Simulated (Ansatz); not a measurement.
# Cr (sc type) under strong compression

```
CELL_PARAMETERS angstrom
2.30947 0.00000 0.00000
0.00000 2.30947 0.00000
0.00000 0.00000 2.30947
ATOMIC_POSITIONS crystal
Cr 0.00000 0.00000 0.00000
```

The cell comes from a relaxation on PAW files under the same functional, begun from a prototype that needn't be the stable phase.

Its volume is scaled at fixed shape and fractional positions.

Level of theory: DFT with PBEsol, scalar-relativistic, in Ansatz 0.2.0; a Γ-centred 16×16×16 k mesh, Fermi–Dirac smearing of 0.1 eV, spin-polarised from start moments Cr 2 μB. LAPW: all electrons, basis error target 1 meV/atom; PAW: frozen-core files, cutoff 420 eV; crystal datasets: all electrons, by PAW datasets that the program makes for each cell; norm-conserving: pseudopotentials, cutoff 1279 eV; PAW (core large): files with a larger core, cutoff 420 eV.

Energies are extrapolated to zero smearing and count from the unscaled cell; pressure is positive in compression; gaps take the mesh and a band path. No temperature or zero-point motion is included.

Antiferromagnetic order, which Cr and Mn prefer near zero pressure, wasn't tried. The start moments died away, and the runs ended non-magnetic. The PAW files were made under PBE. The structure type is held throughout; the real material can change phase at far lower pressure.

```csv
V/V0,V (Å³/atom),P LAPW (GPa),ΔE LAPW (eV/atom),P PAW − LAPW (GPa),ΔE PAW − LAPW (meV/atom)
1.00,12.32,-0.05,0.000,0.06,0.0
0.92,11.33,20.6,0.058,0.07,0.4
0.84,10.35,51.6,0.274,0.08,0.8
0.76,9.36,98.8,0.725,-0.01,1.1
0.68,8.38,172.6,1.539,-0.46,-0.1
0.60,7.39,293.5,2.937,-1.45,-5.7
0.52,6.41,?,?,?,?
0.45,5.54,820.1,8.809,-16.75,-70.1
```

(1) Fit the Vinet equation to the LAPW pressures shown (residuals weighted by 1/(|P| + 0.03·Pmax)), and predict the pressure of the withheld row.

(2) At the smallest volume, how far do crystal datasets and norm-conserving and PAW (core large) lie from LAPW in pressure?

(3) How do the Löwdin populations by LAPW change from the unscaled cell to the last row?

Answers

(1) The fit gives V0 = 12.33 Å³/atom, B0 = 197 GPa and B0′ = 4.52. At 6.41 Å³/atom, x = (V/V0)^(1/3) = 0.8040, and P = 3·B0·(1 − x)/x²·exp[1.5·(B0′ − 1)·(1 − x)] = 504.5 GPa. The run itself gave 502.4 GPa (+0.4 % off) and ΔE = 5.323 eV/atom.

(2) crystal datasets: +0.01 GPa; norm-conserving: -5.20 GPa; PAW (core large): -16.75 GPa, on a LAPW pressure of 820.1 GPa.

(3) Cr 3s 1.94 → 1.86, Cr 4s 0.70 → 0.42, Cr 3p 5.99 → 5.93, Cr 3d 5.31 → 5.75 electrons an atom. These are projections on the shells that the free atoms fill; 0.06 e a cell lies outside them at the start and 0.04 e at the end.
